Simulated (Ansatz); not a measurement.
Relaxation of a relaxed AlRu cell, doubled along one cell vector, shaken by Gaussian noise of σ = 0.08 Å a coordinate; 4 atoms in the cell, which starts as P1 (No. 1), aP4; a = b = 3.0037 Å, c = 6.0074 Å, α = β = γ = 90.00°. These are PBE (plane waves to 420 eV, PAW, scalar-relativistic; Ansatz, a quantum-chemistry and plane-wave program) values and carry that method's errors. Γ-centred k-mesh 11×11×6 on the run's cell (coarser than for final values), Fermi–Dirac smearing 0.05 eV. This is the first round of the run. 

The optimiser's lines from the output (shortened; P is positive under compression):

```
relax step   1: F+E_penalty+E_count = -12834.22109542 eV  Δ(F+E_penalty+E_count) = +0.000e0 eV  max|allowed force component| = 2.558e0 eV/Å  Δτ_max = 0.0000 Å  P = +6.526 GPa  Ω = 54.200 Å³  (6 SCF iters, dr2 threshold 1.00e-7 eV, accepted)
relax step   2: F+E_penalty+E_count = -12834.80405640 eV  Δ(F+E_penalty+E_count) = -5.830e-1 eV  max|allowed force component| = 9.843e-1 eV/Å  Δτ_max = 0.1683 Å  P = +6.280 GPa  Ω = 52.914 Å³  (7 SCF iters, dr2 threshold 4.00e-7 eV, accepted)
relax step   3: F+E_penalty+E_count = -12834.93847457 eV  Δ(F+E_penalty+E_count) = -1.344e-1 eV  max|allowed force component| = 1.268e-2 eV/Å  Δτ_max = 0.0922 Å  P = -1.895 GPa  Ω = 54.738 Å³  (6 SCF iters, dr2 threshold 4.00e-7 eV, accepted)
relax step   4: F+E_penalty+E_count = -12834.94288818 eV  Δ(F+E_penalty+E_count) = -4.414e-3 eV  max|allowed force component| = 2.440e-3 eV/Å  Δτ_max = 0.0015 Å  P = +0.082 GPa  Ω = 54.196 Å³  (6 SCF iters, dr2 threshold 4.00e-7 eV, accepted)
relax step   5: F+E_penalty+E_count = -12834.94288657 eV  Δ(F+E_penalty+E_count) = +1.617e-6 eV  max|allowed force component| = 5.913e-5 eV/Å  Δτ_max = 0.0002 Å  P = +0.001 GPa  Ω = 54.217 Å³  (6 SCF iters, dr2 threshold 3.28e-8 eV, accepted)
relax step   6: F+E_penalty+E_count = -12834.94289025 eV  Δ(F+E_penalty+E_count) = -3.689e-6 eV  max|allowed force component| = 5.998e-5 eV/Å  Δτ_max = 0.0000 Å  P = -0.003 GPa  Ω = 54.217 Å³  stress off target by 4.22e-3 GPa  SCF on the basis re-selected at this cell (its energy is not comparable with the rows above)  (8 SCF iters)
```

From the first to the last row the energy changes by -0.18 eV/atom and the volume by 0.0 %. The last row is marked as not comparable with the walk above it, whose basis was carried along; it does compare with step 1, since both stand on a basis selected at the nominal cutoff for their own cell.

Later rounds, restarted from the end of this one on a renewed k-mesh, logged 3 more steps and released under 0.01 eV/atom more. The final structure after all rounds: Pm-3m (No. 221), cP2, CsCl type; a = b = c = 3.004 Å, α = β = γ = 90.00°. Between re-selections the logged energies stand on a plane-wave basis carried along with the cell. No spin polarisation in the result.
